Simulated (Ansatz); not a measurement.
Li, simple cubic: geometry optimisation

All numbers below come from Ansatz, DFT, r2SCAN, plane waves (500 eV) with PAW, scalar-relativistic. (PAW data from PBE, frozen cores regenerated.)

k-point mesh 11×11×11, Fermi-Dirac smearing 0.1 eV, no spin polarisation. Cell and atoms relax.

Starting structure:

```yaml
crystal:
  lattice:
    - [2.8577117226, 0.0, 0.0]
    - [0.0, 2.8577117226, 0.0]
    - [0.0, 0.0, 2.8577117226]
  atoms:
    - { symbol: Li, position: [0.0, 0.0, 0.0] }
hamiltonian:
  xc: r2scan
  pseudopotentials:
    kind: paw
    azcp:
      Li: "pseudopotentials/Li.paw.azcp"
basis:
  ecutwfc: 500
  fft_grid_basis: typed
kpoints:
  mp_grid: { grid: [11, 11, 11], shift: [0, 0, 0] }
magnetization:
  spin_polarized: false
scf:
  occupations: { method: fermi_dirac, width: 0.1 }
relax:
  max_steps: 60
  f_tol: 0.01
  cell: {}
```

Task: What cell does the relaxation end in?

Result: Pm-3m with a = 2.765 Å; 21.14 Å³ per atom against 23.34 at the start (-9.4 %).

Task: How much energy does the relaxation gain?

Result: 7.2 meV per atom.

Path of the relaxation (the plane waves are chosen anew near the end, which can shift the energy a little):

```json
{"step": "0", "E − E(final) (meV/atom)": "7.18", "V (Å³/atom)": "23.338", "P (GPa)": "-0.97", "max force (eV/Å)": "0.000"}
{"step": "1", "E − E(final) (meV/atom)": "2.87", "V (Å³/atom)": "22.493", "P (GPa)": "-0.65", "max force (eV/Å)": "0.000"}
{"step": "2", "E − E(final) (meV/atom)": "-0.01", "V (Å³/atom)": "20.962", "P (GPa)": "0.09", "max force (eV/Å)": "0.000"}
{"step": "3", "E − E(final) (meV/atom)": "-0.05", "V (Å³/atom)": "21.139", "P (GPa)": "-0.01", "max force (eV/Å)": "0.000"}
{"step": "4", "E − E(final) (meV/atom)": "0.00", "V (Å³/atom)": "21.139", "P (GPa)": "-0.01", "max force (eV/Å)": "0.000"}
```
